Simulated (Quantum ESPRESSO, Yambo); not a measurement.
# Levels of theory for the gap of MgLa2NiO6

MgLa2NiO6 (space group R-3, No. 148): one geometry, one set of PBEsol (pw.x of Quantum ESPRESSO, ONCV potentials, without SOC) orbitals, self-energies from Yambo (2×2×2 Γ-centred k mesh, bands 6 to 189 and a 7 Ry block in the screening, 189 bands in G with the Bruneval-Gonze terminator, plasmon pole fitted at 27.2 eV).

The geometry is that of Materials Project entry mp-1391671, symmetrised and not relaxed again.

```tsv
level	gap F → F (eV)	rough Yambo cost
PBEsol (Quantum ESPRESSO)	1.13	–
exchange only (Hartree-Fock self-energy on PBEsol orbitals)	11.81	about 1/10 (8 states)
static COHSEX@PBEsol	2.84	within a factor of two (2 states)
G0W0@PBEsol, plasmon pole	2.25	1 (8 states)
G0W0@PBEsol, multipole fit to 8 frequencies, no terminator	2.21	within a factor of two (2 states)
G0W0@PBEsol, plasmon pole, no terminator	2.26	about 1/9 (2 states, screening reused)
```

Bare exchange has no screening and gives the widest gap; static COHSEX screens it but leaves out the frequency dependence, which G0W0 restores. All rows use the PBEsol edge points; in the exchange only run other k points give a smaller gap, 9.67 eV.

Costs are rough ratios of core time on shared machines.

Nearest settings tried, and what they do to the gap: 130 bands in G: +17 meV; 130 bands in W, 130 bands in G: +20 meV; 6 Ry block (181 vectors against 271): +97 meV. Not varied: mesh. So the settings aren't converged at that level. The k mesh is coarse.

The 3d shell has no Hubbard U; the runs are without spin polarisation, and magnetic order was not tried. The 4f states are in the valence at their DFT position.

The structure is a Materials Project entry; no match was found in the copy of COD used, and its stability was not checked.
